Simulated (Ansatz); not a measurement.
## Sb: the volume at rest

Sb in the rhombohedral A7 structure, starting from this typed cell of 31.71 Å³ an atom.

```
Sb
1.0
     2.19000    1.26440    3.81667
    -2.19000    1.26440    3.81667
     0.00000   -2.52879    3.81667
Sb
2
Direct
  0.23350 0.23350 0.23350
  0.76650 0.76650 0.76650
```

DFT in Ansatz; k mesh 8×8×8; Fermi–Dirac smearing of 0.1 eV; no spin. Cell and atoms are relaxed to zero stress with the symmetry kept and no dispersion correction.

Caveats: coarse k mesh.

Question: What volume results under LDA, PBEsol, and how much do the potentials matter?

Answer: 
| functional | potentials | cutoff (eV) | volume (Å³/atom) | change (%) |
| --- | --- | --- | --- | --- |
| LDA | Ansatz hand-made PAW | 740 | 29.21 | -7.9 |
| LDA | PseudoDojo norm-conserving | 1143 | 29.18 | -8.0 |
| PBEsol | Ansatz hand-made PAW | 740 | 29.85 | -5.9 |
| PBEsol | PseudoDojo norm-conserving | 1088 | 29.79 | -6.1 |

From smallest to largest: LDA, PBEsol.
